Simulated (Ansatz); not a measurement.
TePt (NiAs type, P6_3/mmc), the program Ansatz at the PBEsol level (PAW), all energies at zero smearing, with the estimated change up to a 700 eV cutoff added, with one set of potentials and settings (totals compare only within such a set). Cell of 4 atoms (2 Te, 2 Pt): -38571.495 eV.

```tsv
element	reference phase	E (eV/atom)
Te	P3_121, 3 atoms in the cell	-6901.5142
Pt	Fm-3m, 1 atoms in the cell	-12383.8180
```

Formation energy per atom, worked out: (-38571.495 − 2×(-6901.5142) − 2×(-12383.8180))/4 = -0.208 eV/atom (-20 kJ per mol of atoms), at 0 K, without zero-point energy or fitted corrections.

The first step of the workflow began from a Materials Project structure, measured or hypothetical; the Crystallography Open Database files this formula in space group No. 194, but the cells were not matched. Whether it is the stable phase at ambient conditions was not checked. The cell was relaxed with PBEsol under the symmetry of its start; its stability against distortions is not shown here. No spin polarisation was allowed. The references are the lowest solids computed at this level, not always the standard phases. Spin–orbit coupling is left out wherever it is not named.

Potentials: the later of the program's two PAW sets.
